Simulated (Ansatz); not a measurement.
Here is the system:

InAs (zinc blende)

```yaml
crystal:
  lattice:
    - [0.00000, 6.18632, 6.18632]
    - [3.09316, 0.00000, 3.09316]
    - [3.09316, 3.09316, 0.00000]
  atoms:
    - { symbol: As, position: [0.37500, 0.75000, 0.75000] }
    - { symbol: As, position: [0.87500, 0.75000, 0.75000] }
    - { symbol: In, position: [0.00000, 0.00000, 0.00000] }
    - { symbol: In, position: [0.50000, 0.00000, 0.00000] }
```

Scan: atom 4 (In, nearest neighbour As at 2.679 Å; its periodic images, 4.4 Å or more away, move with it) is displaced along Cartesian [111], direction (0.577, 0.577, 0.577) in Cartesian axes, by s. The other atoms stay.

Method: PBE (plane waves to 420 eV, PAW, scalar-relativistic; Ansatz, a first-principles code). k mesh 4×8×8 (Γ-centred), Fermi-Dirac smearing 0.05 eV. Energies are smeared free energies. With partly filled bands, energies and forces of such displacements shift with the k mesh and the smearing. At this level the bands of InAs touch or barely overlap; measurements give the solid a gap. InAs was relaxed with its symmetry unable to fall. The zero of ΔE is the undisplaced structure.

The scan covers s from -0.540 to 0.540 Å in 11 points.

Is this a single well or a double well?

A single well with its minimum at or next to zero displacement.

Is the energy the same for displacements of ±0.540 Å, and if not, which side lies higher?

Not even: the negative side lies higher at ±0.540 Å. With its periodic images moving along, the atom's site symmetry in this cell is 3m.

What force acts on the atom along the line at s = -0.540 Å?

8.83 eV/Å.

What is the energy change at s = 0.540 Å?

543 meV/cell.

What is the force constant k = d²E/ds² of this move at s = 0?

6.60 eV/Å².

(For displaced atoms, the force is minus the slope of the energy, and its curvature is a force constant, which sets phonon frequencies.)
